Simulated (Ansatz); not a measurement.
A crystal relaxed with r2SCAN in the plane-wave code Ansatz has space group R-3m:H (No. 166) and a = 3.824 Å, c = 18.799 Å.

| atom | site | x | y | z |
| --- | --- | --- | --- | --- |
| Ca | 3a | 0.0000 | 0.0000 | 0.0000 |
| F | 6c | 0.3333 | 0.6667 | 0.7920 |
| F | 6c | 0.6667 | 0.3333 | 0.7089 |
| Xx | 3b | 0.6667 | 0.3333 | 0.8333 |

With r2SCAN the valence top lies at F and the conduction bottom at Γ, 5.17 eV higher; the smallest vertical gap, at Γ, is 5.49 eV. The HSE06 gap is indirect, 6.59 eV (F to Γ), below the direct gap of 6.95 eV at Γ. The PBE gap is indirect, 4.49 eV (F to Γ), below the direct gap of 4.80 eV at Γ. Meshes: r2SCAN 8×8×8, HSE06 4×4×4, PBE 8×8×8. r2SCAN's ε∞ is 2.4 along all three axes, to this precision.

Q: Which element is Xx?
A. Zn
B. Cd
C. Hg
D. Mg

A: B. Xx is Cd: CaCdF4 on the sites of the fluorite structure (relaxed group R-3m). Ca has 8 F at 2.35–2.36 Å; F has 3 Cd at 2.34 Å and 1 Ca at 2.36 Å; F has 1 Cd at 2.34 Å and 3 Ca at 2.35 Å; Cd has 8 F at 2.34 Å.

Simulation only: spin-unpolarised, and no claim that this is the phase found in nature.

The runs are scalar-relativistic, without spin-orbit coupling.

The meshes of the hybrids are coarse, so their gaps aren't converged to the digits shown.
